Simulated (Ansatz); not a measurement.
Given:

GaSb (zinc blende)

```cif
data_Ga4Sb4
_chemical_formula_sum 'Sb4 Ga4'
_space_group_name_H-M_alt 'F-43m'
_space_group_IT_number 216
_space_group_name_Hall 'F -4 2 3'
_cell_length_a 6.13244
_cell_length_b 6.13244
_cell_length_c 6.13244
_cell_angle_alpha 90.000
_cell_angle_beta 90.000
_cell_angle_gamma 90.000
loop_
_atom_site_label
_atom_site_type_symbol
_atom_site_symmetry_multiplicity
_atom_site_Wyckoff_symbol
_atom_site_fract_x
_atom_site_fract_y
_atom_site_fract_z
_atom_site_occupancy
Sb1 Sb 4 d 0.75000 0.75000 0.75000 1
Ga1 Ga 4 a 0.00000 0.00000 0.00000 1
```
(The calculation used a cell of 2 atoms; values per cell refer to that cell.)

Equation-of-state scan: isotropic scaling of the cell above, V₀ being its volume. Symmetry pins the atoms to their sites.

The numbers are results of r2SCAN (plane waves to 500 eV, PAW, scalar-relativistic; Ansatz, a first-principles code), not measurements. k mesh 14×14×14 (Γ-centred), Fermi-Dirac smearing 0.05 eV. E stands for the smeared free energy. Compression counts positive. GaSb was relaxed with its symmetry unable to fall. Spin-orbit coupling is left out, though Sb is heavy. The zero of ΔE is the relaxed starting cell.

The scan covers V/V₀ from 0.840 to 1.160 in 11 points.

Task: What is the fitted pressure derivative B₀′?

Result: 4.7.

Task: What bulk modulus B₀ follows from a third-order Birch-Murnaghan fit?

Result: 53.1 GPa.

(A scan under strain: stresses follow from slopes of the energy per volume, elastic moduli from its curvatures.)
